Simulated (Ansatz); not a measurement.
A change and its effect: Ti (Fm-3m)

```xyz
1
Lattice="0.0000 2.0025 2.0025 2.0025 0.0000 2.0025 2.0025 2.0025 0.0000" Properties=species:S:1:pos:R:3 pbc="T T T"
Ti    0.0000    0.0000    0.0000
```

Conventional cell: a = 4.005 Å, b = 4.005 Å, c = 4.005 Å, α = 90.00°, β = 90.00°, γ = 90.00°. Around Ti (atom 1) lie 12 Ti at 2.83 Å.

Level of theory, where no other is named: LDA, all-electron PAW in Ansatz 0.2.0, datasets made for the crystal, scalar-relativistic. k mesh 24×24×24, strains of ±0.005, Fermi-Dirac smearing of 0.100 eV. The cell was relaxed by PAW under this functional, which moved its volume by -4 % from the database entry's. The structure is one entry of a database and needn't be the stable phase.

With these settings the run gives C11 = 137.9, C44 = 57.7 GPa and B_V = 121.1 GPa (relaxed ions).

(1) The run is repeated in the same cell with kpoints.mp_grid.grid from [24, 24, 24] to [16, 16, 16]. What moves, and by how much?

Answers

(1) C11: -0.5 %; C44: -1 %; B_V: +0.09 %.

Known limits: responses of metals move with mesh and smearing.
